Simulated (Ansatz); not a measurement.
# LiPb: consecutive steps of a trajectory

These are results of Ansatz 0.2.0, DFT PBEsol, scalar-relativistic, plane waves, PAW, not measurements. Settings: plane waves to 420 eV, k-mesh 2×2×2 (shifted by 0.5, 0.5, 0.5 steps), Fermi–Dirac smearing 0.1 eV. The mesh is coarse. Spin–orbit coupling is left out, which can shift energies with elements as heavy as these. No spin polarisation.

16 atoms, starting at 1.04 times the perfect crystal's volume (space group Pm-3m, the cell as given, not relaxed at this level); Nosé–Hoover thermostat at 1200 K, fixed cell; 52 steps of 3 fs. The run is short and not equilibrated. The time step is on the long side.

Positions in Å, velocities in 0.01 Å/fs, forces in eV/Å; dE is the potential energy from the first frame shown.

```xyz
16
Lattice="0.0000 0.0000 7.1367 7.1367 0.0000 0.0000 0.0000 7.1367 0.0000" Properties=species:S:1:pos:R:3:v100:R:3:forces:R:3 pbc="T T T" time_fs=51.00 dE_eV=0.0000 T_K=787
Li    1.6602    1.7444    1.7058    0.1475   -0.3314   -1.0252    0.1239   -0.0278   -0.0448
Li    2.0183    1.9687    5.6110   -0.8697    0.2813    0.4428   -0.2716   -0.0604   -0.1520
Li    1.8808    5.4167    1.9392   -0.1668   -0.1955   -1.3168   -0.0261   -0.0496   -0.3177
Li    2.2814    5.4129    5.4775   -1.8272   -0.9325   -0.1178   -0.6388   -0.0961   -0.1661
Li    5.4157    1.6153    1.9816   -0.4014    0.6463   -0.9849   -0.1028    0.2055   -0.1590
Li    5.4780    1.7232    5.1205    0.4970    0.2102    0.7386   -0.0227    0.0544    0.1896
Li    5.4068    5.0638    1.8597   -0.7547    1.3774   -0.1946   -0.1664    0.4918    0.0895
Li    5.6108    5.4118    5.4684    0.0928   -0.2956   -0.0380   -0.2135   -0.0774   -0.2119
Pb   -0.0348    0.0115    0.0102   -0.0430    0.0350    0.0099    0.2502    0.1127   -0.1767
Pb    0.0662   -0.2012    3.3330    0.1317   -0.3894   -0.3871   -0.1293    0.3382    0.8875
Pb   -0.0829    3.6499    0.1558   -0.1279    0.1218    0.2390    0.3208   -0.4025   -0.7318
Pb    0.0369    3.5043    3.4683    0.1036   -0.1279   -0.1182    0.1868    0.0392    0.6666
Pb    3.5914    0.0833    0.1372    0.0795    0.1861    0.2866    0.1889    0.0038   -0.2553
Pb    3.6011   -0.0560    3.6461    0.0834   -0.0819    0.1358    0.0790    0.2760   -0.0499
Pb    3.6346    3.7690    0.1141    0.1461    0.3481    0.2262    0.0872   -0.5969   -0.2203
Pb    3.4206    3.5189    3.3882   -0.2633   -0.1173   -0.3085    0.3344   -0.2108    0.6522
16
Lattice="0.0000 0.0000 7.1367 7.1367 0.0000 0.0000 0.0000 7.1367 0.0000" Properties=species:S:1:pos:R:3:v100:R:3:forces:R:3 pbc="T T T" time_fs=54.00 dE_eV=-0.0484 T_K=820
Li    1.6655    1.7342    1.6747    0.1983   -0.3396   -1.0340    0.1156   -0.0038    0.0266
Li    1.9904    1.9768    5.6234   -0.9770    0.2554    0.3755   -0.2217   -0.0698   -0.1802
Li    1.8756    5.4105    1.8977   -0.1756   -0.2131   -1.4409   -0.0125   -0.0296   -0.2450
Li    2.2225    5.3843    5.4730   -2.0855   -0.9663   -0.1879   -0.5540   -0.0437   -0.1667
Li    5.4030    1.6360    1.9510   -0.4413    0.7285   -1.0397   -0.0785    0.1729   -0.0804
Li    5.4928    1.7298    5.1439    0.4839    0.2317    0.8103   -0.0516    0.0437    0.1361
Li    5.3831    5.1082    1.8544   -0.8193    1.5764   -0.1518   -0.1247    0.4279    0.1199
Li    5.6122    5.4025    5.4659    0.0017   -0.3260   -0.1312   -0.2243   -0.0612   -0.2333
Pb   -0.0361    0.0126    0.0105   -0.0398    0.0367    0.0073    0.2376    0.1013   -0.2052
Pb    0.0701   -0.2128    3.3215    0.1304   -0.3861   -0.3764   -0.1429    0.3914    0.9068
Pb   -0.0867    3.6535    0.1628   -0.1243    0.1169    0.2300    0.2856   -0.3841   -0.7207
Pb    0.0400    3.5005    3.4649    0.1065   -0.1279   -0.1097    0.1563    0.0479    0.6270
Pb    3.5939    0.0889    0.1458    0.0822    0.1867    0.2836    0.1531   -0.0454   -0.3632
Pb    3.6036   -0.0584    3.6501    0.0847   -0.0785    0.1360    0.0510    0.2695   -0.0146
Pb    3.6390    3.7793    0.1208    0.1479    0.3414    0.2236    0.0727   -0.6083   -0.2977
Pb    3.4128    3.5153    3.3790   -0.2599   -0.1208   -0.3006    0.3382   -0.2087    0.6907
16
Lattice="0.0000 0.0000 7.1367 7.1367 0.0000 0.0000 0.0000 7.1367 0.0000" Properties=species:S:1:pos:R:3:v100:R:3:forces:R:3 pbc="T T T" time_fs=57.00 dE_eV=-0.0822 T_K=846
Li    1.6721    1.7240    1.6438    0.2454   -0.3374   -1.0129    0.1047    0.0229    0.0999
Li    1.9597    1.9840    5.6335   -1.0636    0.2255    0.2965   -0.1679   -0.0798   -0.2072
Li    1.8702    5.4039    1.8528   -0.1796   -0.2221   -1.5344   -0.0024   -0.0083   -0.1664
Li    2.1563    5.3549    5.4663   -2.3088   -0.9805   -0.2583   -0.4622   -0.0002   -0.1651
Li    5.3892    1.6590    1.9192   -0.4713    0.7979   -1.0628   -0.0538    0.1405   -0.0039
Li    5.5071    1.7371    5.1691    0.4587    0.2492    0.8603   -0.0813    0.0344    0.0831
Li    5.3576    5.1583    1.8506   -0.8675    1.7482   -0.0978   -0.0857    0.3544    0.1422
Li    5.6109    5.3923    5.4605   -0.0935   -0.3498   -0.2330   -0.2311   -0.0447   -0.2500
Pb   -0.0372    0.0137    0.0106   -0.0368    0.0382    0.0042    0.2212    0.0875   -0.2349
Pb    0.0740   -0.2243    3.3104    0.1290   -0.3823   -0.3655   -0.1498    0.4421    0.9256
Pb   -0.0904    3.6569    0.1696   -0.1212    0.1122    0.2212    0.2445   -0.3614   -0.7062
Pb    0.0433    3.4967    3.4617    0.1090   -0.1278   -0.1018    0.1253    0.0537    0.5874
Pb    3.5964    0.0945    0.1542    0.0846    0.1867    0.2793    0.1189   -0.0900   -0.4710
Pb    3.6062   -0.0607    3.6542    0.0856   -0.0751    0.1368    0.0210    0.2665    0.0193
Pb    3.6434    3.7895    0.1275    0.1496    0.3346    0.2200    0.0571   -0.6152   -0.3821
Pb    3.4051    3.5117    3.3701   -0.2565   -0.1243   -0.2922    0.3417   -0.2023    0.7293
16
Lattice="0.0000 0.0000 7.1367 7.1367 0.0000 0.0000 0.0000 7.1367 0.0000" Properties=species:S:1:pos:R:3:v100:R:3:forces:R:3 pbc="T T T" time_fs=60.00 dE_eV=-0.0967 T_K=862
Li    1.6802    1.7140    1.6139    0.2877   -0.3237   -0.9616    0.0911    0.0514    0.1724
Li    1.9266    1.9903    5.6412   -1.1280    0.1912    0.2062   -0.1117   -0.0903   -0.2325
Li    1.8648    5.3972    1.8056   -0.1803   -0.2222   -1.5954    0.0041    0.0139   -0.0842
Li    2.0839    5.3255    5.4575   -2.4945   -0.9788   -0.3280   -0.3646    0.0342   -0.1614
Li    5.3747    1.6839    1.8872   -0.4912    0.8543   -1.0552   -0.0292    0.1084    0.0683
Li    5.5204    1.7448    5.1955    0.4209    0.2634    0.8891   -0.1113    0.0268    0.0318
Li    5.3310    5.2131    1.8486   -0.9009    1.8889   -0.0359   -0.0509    0.2721    0.1560
Li    5.6066    5.3815    5.4520   -0.1913   -0.3672   -0.3412   -0.2339   -0.0288   -0.2613
Pb   -0.0383    0.0149    0.0107   -0.0341    0.0395    0.0008    0.2017    0.0721   -0.2648
Pb    0.0779   -0.2357    3.2996    0.1276   -0.3779   -0.3544   -0.1500    0.4898    0.9444
Pb   -0.0940    3.6602    0.1761   -0.1188    0.1080    0.2126    0.1992   -0.3360   -0.6902
Pb    0.0466    3.4928    3.4588    0.1112   -0.1278   -0.0944    0.0940    0.0559    0.5488
Pb    3.5989    0.1001    0.1625    0.0865    0.1862    0.2735    0.0871   -0.1283   -0.5769
Pb    3.6087   -0.0629    3.6583    0.0862   -0.0718    0.1380   -0.0116    0.2682    0.0522
Pb    3.6479    3.7994    0.1340    0.1511    0.3278    0.2153    0.0411   -0.6181   -0.4709
Pb    3.3974    3.5079    3.3615   -0.2531   -0.1277   -0.2834    0.3449   -0.1913    0.7682
16
Lattice="0.0000 0.0000 7.1367 7.1367 0.0000 0.0000 0.0000 7.1367 0.0000" Properties=species:S:1:pos:R:3:v100:R:3:forces:R:3 pbc="T T T" time_fs=63.00 dE_eV=-0.0890 T_K=869
Li    1.6894    1.7046    1.5861    0.3241   -0.2980   -0.8807    0.0749    0.0806    0.2413
Li    1.8920    1.9955    5.6459   -1.1693    0.1522    0.1054   -0.0543   -0.1011   -0.2550
Li    1.8594    5.3906    1.7571   -0.1789   -0.2129   -1.6225    0.0075    0.0365   -0.0008
Li    2.0066    5.2962    5.4466   -2.6404   -0.9646   -0.3963   -0.2625    0.0612   -0.1558
Li    5.3597    1.7103    1.8559   -0.5013    0.8980   -1.0189   -0.0051    0.0765    0.1346
Li    5.5323    1.7529    5.2225    0.3706    0.2749    0.8975   -0.1411    0.0210   -0.0168
Li    5.3036    5.2717    1.8485   -0.9212    1.9949    0.0303   -0.0209    0.1816    0.1615
Li    5.5994    5.3702    5.4401   -0.2900   -0.3783   -0.4536   -0.2329   -0.0141   -0.2665
Pb   -0.0393    0.0161    0.0107   -0.0316    0.0406   -0.0031    0.1796    0.0563   -0.2936
Pb    0.0817   -0.2470    3.2891    0.1263   -0.3730   -0.3432   -0.1443    0.5344    0.9632
Pb   -0.0975    3.6634    0.1823   -0.1171    0.1041    0.2043    0.1513   -0.3096   -0.6742
Pb    0.0500    3.4890    3.4560    0.1129   -0.1278   -0.0876    0.0618    0.0542    0.5114
Pb    3.6016    0.1057    0.1706    0.0880    0.1853    0.2663    0.0586   -0.1594   -0.6799
Pb    3.6113   -0.0650    3.6625    0.0863   -0.0684    0.1398   -0.0468    0.2755    0.0844
Pb    3.6525    3.8092    0.1404    0.1525    0.3211    0.2093    0.0259   -0.6177   -0.5612
Pb    3.3899    3.5040    3.3531   -0.2497   -0.1311   -0.2740    0.3482   -0.1758    0.8074
16
Lattice="0.0000 0.0000 7.1367 7.1367 0.0000 0.0000 0.0000 7.1367 0.0000" Properties=species:S:1:pos:R:3:v100:R:3:forces:R:3 pbc="T T T" time_fs=66.00 dE_eV=-0.0578 T_K=863
Li    1.6996    1.6961    1.5611    0.3535   -0.2601   -0.7722    0.0562    0.1092    0.3038
Li    1.8565    1.9994    5.6475   -1.1874    0.1086   -0.0046    0.0027   -0.1122   -0.2739
Li    1.8541    5.3844    1.7082   -0.1767   -0.1942   -1.6158    0.0083    0.0593    0.0808
Li    1.9255    5.2676    5.4337   -2.7445   -0.9404   -0.4623   -0.1572    0.0830   -0.1483
Li    5.3446    1.7378    1.8261   -0.5017    0.9289   -0.9565    0.0183    0.0445    0.1939
Li    5.5426    1.7613    5.2494    0.3078    0.2846    0.8867   -0.1701    0.0169   -0.0617
Li    5.2757    5.3328    1.8504   -0.9302    2.0629    0.0975    0.0052    0.0842    0.1589
Li    5.5892    5.3588    5.4247   -0.3884   -0.3839   -0.5677   -0.2287   -0.0014   -0.2653
Pb   -0.0402    0.0173    0.0105   -0.0294    0.0416   -0.0075    0.1558    0.0410   -0.3200
Pb    0.0855   -0.2581    3.2790    0.1252   -0.3675   -0.3317   -0.1336    0.5758    0.9815
Pb   -0.1010    3.6664    0.1883   -0.1160    0.1006    0.1962    0.1027   -0.2841   -0.6588
Pb    0.0534    3.4852    3.4535    0.1142   -0.1278   -0.0812    0.0284    0.0480    0.4747
Pb    3.6042    0.1112    0.1785    0.0892    0.1841    0.2577    0.0333   -0.1824   -0.7786
Pb    3.6139   -0.0670    3.6667    0.0859   -0.0649    0.1421   -0.0855    0.2891    0.1165
Pb    3.6571    3.8187    0.1466    0.1537    0.3144    0.2021    0.0124   -0.6150   -0.6497
Pb    3.3824    3.5000    3.3450   -0.2464   -0.1342   -0.2641    0.3517   -0.1561    0.8463
16
Lattice="0.0000 0.0000 7.1367 7.1367 0.0000 0.0000 0.0000 7.1367 0.0000" Properties=species:S:1:pos:R:3:v100:R:3:forces:R:3 pbc="T T T" time_fs=69.00 dE_eV=-0.0036 T_K=847
Li    1.7106    1.6890    1.5397    0.3750   -0.2106   -0.6389    0.0352    0.1357    0.3572
Li    1.8207    2.0020    5.6456   -1.1824    0.0600   -0.1221    0.0580   -0.1233   -0.2878
Li    1.8488    5.3789    1.6601   -0.1746   -0.1659   -1.5764    0.0075    0.0818    0.1578
Li    1.8419    5.2398    5.4188   -2.8059   -0.9078   -0.5253   -0.0506    0.1021   -0.1382
Li    5.3296    1.7660    1.7985   -0.4926    0.9467   -0.8710    0.0408    0.0118    0.2450
Li    5.5508    1.7699    5.2757    0.2329    0.2930    0.8582   -0.1976    0.0145   -0.1022
Li    5.2478    5.3955    1.8543   -0.9291    2.0901    0.1625    0.0294   -0.0187    0.1489
Li    5.5761    5.3472    5.4060   -0.4851   -0.3848   -0.6808   -0.2218    0.0088   -0.2577
Pb   -0.0410    0.0186    0.0102   -0.0276    0.0423   -0.0122    0.1310    0.0273   -0.3433
Pb    0.0892   -0.2691    3.2692    0.1242   -0.3616   -0.3199   -0.1192    0.6144    0.9992
Pb   -0.1045    3.6694    0.1941   -0.1157    0.0974    0.1884    0.0548   -0.2609   -0.6452
Pb    0.0568    3.4813    3.4512    0.1151   -0.1281   -0.0753   -0.0070    0.0371    0.4381
Pb    3.6069    0.1167    0.1861    0.0901    0.1826    0.2478    0.0108   -0.1970   -0.8731
Pb    3.6165   -0.0689    3.6710    0.0850   -0.0611    0.1449   -0.1282    0.3094    0.1501
Pb    3.6617    3.8280    0.1525    0.1548    0.3079    0.1938    0.0012   -0.6104   -0.7343
Pb    3.3751    3.4959    3.3373   -0.2430   -0.1371   -0.2537    0.3557   -0.1325    0.8853
```

Problem. What is the next frame?

Solution.
```xyz
16
Lattice="0.0000 0.0000 7.1367 7.1367 0.0000 0.0000 0.0000 7.1367 0.0000" Properties=species:S:1:pos:R:3:v100:R:3:forces:R:3 pbc="T T T" time_fs=72.00 dE_eV=0.0718 T_K=819
Li    1.7221    1.6835    1.5227    0.3874   -0.1505   -0.4851    0.0122    0.1585    0.3990
Li    1.7855    2.0030    5.6401   -1.1553    0.0065   -0.2450    0.1104   -0.1343   -0.2953
Li    1.8436    5.3744    1.6136   -0.1730   -0.1284   -1.5066    0.0059    0.1032    0.2277
Li    1.7571    5.2131    5.4022   -2.8241   -0.8673   -0.5838    0.0561    0.1211   -0.1242
Li    5.3151    1.7946    1.7738   -0.4744    0.9511   -0.7655    0.0623   -0.0220    0.2876
Li    5.5566    1.7789    5.3009    0.1465    0.3008    0.8139   -0.2230    0.0133   -0.1376
Li    5.2200    5.4583    1.8601   -0.9180    2.0743    0.2225    0.0541   -0.1256    0.1321
Li    5.5601    5.3357    5.3839   -0.5794   -0.3822   -0.7904   -0.2129    0.0162   -0.2436
Pb   -0.0418    0.0199    0.0098   -0.0262    0.0429   -0.0172    0.1063    0.0160   -0.3628
Pb    0.0929   -0.2798    3.2598    0.1235   -0.3552   -0.3080   -0.1029    0.6506    1.0157
Pb   -0.1080    3.6723    0.1996   -0.1160    0.0946    0.1807    0.0093   -0.2414   -0.6337
Pb    0.0603    3.4775    3.4490    0.1156   -0.1286   -0.0700   -0.0450    0.0210    0.4006
Pb    3.6096    0.1222    0.1934    0.0907    0.1811    0.2366   -0.0098   -0.2029   -0.9629
Pb    3.6190   -0.0707    3.6754    0.0834   -0.0570    0.1482   -0.1754    0.3366    0.1861
Pb    3.6664    3.8372    0.1582    0.1558    0.3015    0.1842   -0.0077   -0.6048   -0.8129
Pb    3.3678    3.4918    3.3298   -0.2397   -0.1397   -0.2428    0.3602   -0.1056    0.9242
```